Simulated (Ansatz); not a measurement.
Space group Pm-3m (No. 221). a = 3.892 Å, b = 3.892 Å, c = 3.892 Å, α = 90.00°, β = 90.00°, γ = 90.00°
```json
{"atom": "Al", "site": "3c", "symmetry": "4/mm.m", "x": "0.0000", "y": "0.5000", "z": "0.5000"}
{"atom": "Cu", "site": "1a", "symmetry": "m-3m", "x": "0.0000", "y": "0.0000", "z": "0.0000"}
```

Equation of state of this Al₃Cu structure (not necessarily the ground state), with shape and atoms relaxed at each volume where symmetry leaves them free. It has no gap at any of these volumes. These are results of DFT PBEsol, scalar-relativistic, plane waves, PAW (Ansatz 0.2.0), not measurements.

Settings: cutoff 420 eV, Γ-centred mesh 12×12×12 on the computed 4-atom cell, Gaussian smearing of 0.10 eV; no spin polarisation.

```csv
V (Å³/atom),E − E(largest V) (meV/atom),P (GPa)
12.974,44.26,16.96
13.416,4.90,11.66
13.858,-20.89,7.13
14.300,-35.12,3.27
14.743,-39.49,-0.02
15.185,-35.45,-2.82
15.627,-24.23,-5.21
16.217,0.00,-7.83
```

Question: Fit a third-order Birch–Murnaghan equation to E(V).

Answer: V0 = 14.74 Å³/atom, B0 = 101 GPa, B0' = 4.3.